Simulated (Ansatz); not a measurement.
# Zone-centre phonons of Zn$_{2}$C at 8.9 GPa: input and output

Method: DFT PBE, scalar-relativistic, plane waves, PAW (Ansatz 0.2.0).

Launched with:
```bash
ansatz run input.yaml --threads 1 --pin off --max-ram 1228MiB --backend cpu --events-out ev --progress --plain --runs-dir out
```

Input (bare energies are in eV):
```yaml
crystal:
  lattice:
    - [0.0, 2.5539, 2.5539]
    - [2.5539, 0.0, 2.5539]
    - [2.5539, 2.5539, 0.0]
  atoms:
    - { symbol: C, position: [0.0, 0.0, 0.0] }
    - { symbol: Zn, position: [0.25, 0.25, 0.25] }
    - { symbol: Zn, position: [0.75, 0.75, 0.75] }
basis:
  ecutwfc: 420
kpoints:
  mp_grid: { grid: [14, 14, 14] }
hamiltonian:
  xc: pbe
scf:
  occupations: { method: fermi_dirac, width: 0.15 }
output:
  eigenvalues: true
phonons:
  method: dfpt
  eigenvectors: true
```

Results section of the output:
```
--- Phonons (Γ-DFPT): 2 representative perturbations + reference, on 244 of 2744 k-points (Σ response iterations 7) ---
  k mesh reduced under 8 symmetry operations, with k and −k counted as one. Each operation leaves every solved displacement unchanged or reverses it
  ASR residual: 3.239e-5 → 0.000e0 eV/Å²; symmetrization residual: 1.285e-6 eV/Å²
  ASR residual per site (eV/Å²): 2.03e-5 3.24e-5 3.24e-5
  Γ frequencies (cm⁻¹): 0.00 0.00 0.00 219.41 219.41 219.41 291.37 291.37 291.37
  non-analytic LO–TO correction: not included (Born effective charges unavailable; polar crystals: no LO–TO splitting at Γ)
```

The cell is the ideal cubic antifluorite prototype; whether it is the stable structure of this composition wasn't checked. Without a gap, frequencies and elastic constants depend on the k mesh and the smearing, soft modes and shear constants most.

The bands only touch here, so at this level the crystal is a zero-gap semiconductor or semimetal, not an ordinary metal.